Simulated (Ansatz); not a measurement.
## Ionic part of the dielectric constant of PbF₂ at 25 GPa, mode by mode

These are results of DFT LDA, scalar-relativistic, plane waves, PAW in Ansatz 0.2.0, not measurements. Plane waves to 420 eV; Γ-centred k mesh 8×8×8; fixed occupations. No spin polarisation. Phonons by linear response, acoustic sum rule imposed.

It takes space group Fm-3m (No. 225, cubic). Conventional cell: a = 5.467 Å, b = 5.467 Å, c = 5.467 Å, α = 90.00°, β = 90.00°, γ = 90.00°. Pb (site symmetry m-3m) is surrounded by 8 F at 2.37 Å. F (site symmetry -43m) has 4 Pb at 2.37 Å as nearest neighbours.

Spin–orbit coupling is left out, which matters for heavy elements. Other phases may be more stable at this pressure.

The primitive cell has V = 40.84 Å³ and ε∞,zz = 3.693. Each polar mode adds Δε = (4.92064×10⁷/V)·S/ν² along z, with S its oscillator strength in e²/amu, ν in cm⁻¹ and V in Å³.

Task: From these modes, find each Δε and ε0,zz.
| ν (cm⁻¹) | S_zz (e²/amu) |
| --- | --- |
| 228.3 | 0.3698 |

Result:
| ν (cm⁻¹) | Δε |
| --- | --- |
| 228.3 | 8.55 |

The sum is 8.549, so ε0,zz = 12.24; the run's tensor has 12.24.

Task: Where do the longitudinal modes lie for a wave vector along z?

Result: At 416 cm⁻¹. The Lyddane–Sachs–Teller product Π(ν_LO/ν_TO)² = 3.31 matches ε0/ε∞ = 3.31.

Cost: 1 run of about 1.1 core-minutes, on Arm Neoverse N1 (shared hosts).